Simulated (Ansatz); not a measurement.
ZrSnTe:
```
CELL_PARAMETERS angstrom
      4.04165     0.00000     0.00000
      0.00000     4.04165     0.00000
      0.00000     0.00000     8.68568
ATOMIC_POSITIONS crystal
  Zr 0.50000 0.00000 0.26459
  Zr 0.00000 0.50000 0.73541
  Sn 0.00000 0.00000 0.00000
  Sn 0.50000 0.50000 0.00000
  Te 0.50000 0.00000 0.61828
  Te 0.00000 0.50000 0.38172
```

Relaxed with PBEsol. Special points in fractions of this cell's reciprocal vectors: Γ (0.000, 0.000, 0.000); X (0.000, 0.500, 0.000); M (0.500, 0.500, 0.000); Z (0.000, 0.000, 0.500); R (0.000, 0.500, 0.500); A (0.500, 0.500, 0.500).

List the band energies nearest the Fermi level at these points for plane-wave PAW PBEsol with spin–orbit coupling (Ansatz code).

In eV from the Fermi level; about four levels below and three above (degenerate sets whole), none deeper than 8.9 eV; points with the same levels are listed once.

```json
[
 {"k": "Γ", "below": "-0.92 -0.92 -0.45 -0.45", "above": "0.02 0.02 0.06 0.06"},
 {"k": "X", "below": "-0.69 -0.69 -0.69 -0.69", "above": "0.61 0.61 0.61 0.61"},
 {"k": "M", "below": "-2.09 -2.09 -2.09 -2.09", "above": "1.78 1.78 1.78 1.78"},
 {"k": "Z", "below": "-1.36 -1.36 -0.86 -0.86", "above": "0.45 0.45 0.47 0.47"},
 {"k": "R", "below": "-0.38 -0.38 -0.38 -0.38", "above": "0.84 0.84 0.84 0.84"},
 {"k": "A", "below": "-2.24 -2.24 -2.24 -2.24", "above": "1.20 1.20 1.20 1.20"}
]
```

Space group P4/nmm. The first step of the workflow began from a Materials Project structure, measured or hypothetical; the Crystallography Open Database copy checked does not list it. Whether it is the stable phase at ambient conditions was not checked. The PBEsol relaxation kept the symmetry of its start; of distortions, only those at the zone centre were tested. No spin polarisation was allowed.

Potentials: the later of the program's two PAW sets.
